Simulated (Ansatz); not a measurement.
BAs (zinc blende, space group No. 216), the program Ansatz at the r²SCAN level (PAW). The conduction-band minimum lies on the Γ–X line, 79 % of the way from Γ, with 6 equivalent valleys. Second derivatives d²E/dk² of the lowest band at one valley (eV·Å²), along Cartesian directions:

```tsv
direction	d²E/dk²
[100]	7.127
[010]	36.56
[001]	36.56
[110]	21.85
[101]	21.85
[011]	36.49
```

Find the principal effective masses, the density-of-states mass and the conductivity mass.

Off-diagonal terms follow from H_xy = H[110] − (H_xx + H_yy)/2, and m*/mₑ = 7.620 eV·Å² over each eigenvalue: 0.21, 0.21, 1.1. One valley's DOS mass (m₁m₂m₃)^(1/3) = 0.36, conductivity mass 3/(Σ 1/mᵢ) = 0.28 mₑ.

What effective density of states Nc follows at 300 K for parabolic valleys?

Nc = 2.509e19 × 6 × (0.36)^(3/2) ≈ 3.3e19 cm⁻³.

Space group F-43m (zinc blende). Symmetry was held in the r²SCAN relaxation. The volume moved by 18 % from the start of the relaxation. Scalar-relativistic: spin–orbit coupling is off unless named, which matters more the heavier the elements.

Potentials: the later of the program's two PAW sets.

Edges and masses are those of Kohn–Sham bands, whose gap is no quasiparticle gap.
